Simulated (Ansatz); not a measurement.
Theory: Ansatz 0.2.0, DFT PBE, scalar-relativistic, plane waves, PAW. The final run on the 9-atom cell used 420 eV, a Γ-centred 6×6×4 mesh, 0.02 eV smearing and no spin polarisation.

Formation energies are uncorrected and refer to the elements' standard structures at the same level.

Task: Propose a candidate for a trigonal semiconductor with formula Hf2ZrS6, with a gap near 1.2 eV, a formation energy near −1.57 eV/atom and a density near 4.5 g/cm³, in a cell of 9 atoms. Its symmetry should be P-31m (No. 162).

Result: Hf2ZrS6, space group P-31m (No. 162). Zr is surrounded by 6 S at 2.57 Å and 6 Hf at 3.66 Å; around Hf lie 6 S at 2.56 Å, 3 Hf at 3.66 Å and 3 Zr at 3.66 Å; around S lie 2 Hf at 2.56 Å and 1 Zr at 2.57 Å.

```cif
data_structure
_symmetry_space_group_name_H-M 'P 1'
_symmetry_Int_Tables_number 1
_cell_length_a 6.3443
_cell_length_b 6.3443
_cell_length_c 6.8055
_cell_angle_alpha 90.000
_cell_angle_beta 90.000
_cell_angle_gamma 120.000
_cell_volume 237.22
loop_
_atom_site_label
_atom_site_type_symbol
_atom_site_fract_x
_atom_site_fract_y
_atom_site_fract_z
_atom_site_occupancy
Zr1 Zr 0.00000 0.00000 0.00000 1
Hf1 Hf 0.33333 0.66667 0.00000 1
Hf2 Hf 0.66667 0.33333 0.00000 1
S1 S 0.66430 0.00000 0.78736 1
S2 S 0.33570 0.33570 0.78736 1
S3 S 0.00000 0.66430 0.78736 1
S4 S 0.33570 0.00000 0.21264 1
S5 S 0.00000 0.33570 0.21264 1
S6 S 0.66430 0.66430 0.21264 1
```

* Volume per atom: 26.4 Å³
* Density: 4.5 g/cm³
* Energy over the elements: −1.573 eV/atom
* Gap on the 6×6×4 mesh of the 9-atom cell: 1.20 eV

The structure comes from a generated guess, relaxed at this level; another structure or a mixture of phases may lie lower. Other answers may fit too; this one was computed.

No dispersion correction is applied, so the spacing and binding between layers, chains or molecules are poorly described. Spin–orbit coupling, which can matter for Hf, is left out. Kohn–Sham gaps at this level usually fall short of measured ones. The reference form of S is held partly by dispersion forces, which this level lacks. Symmetry constrained the relaxation, so the result can be a saddle point.
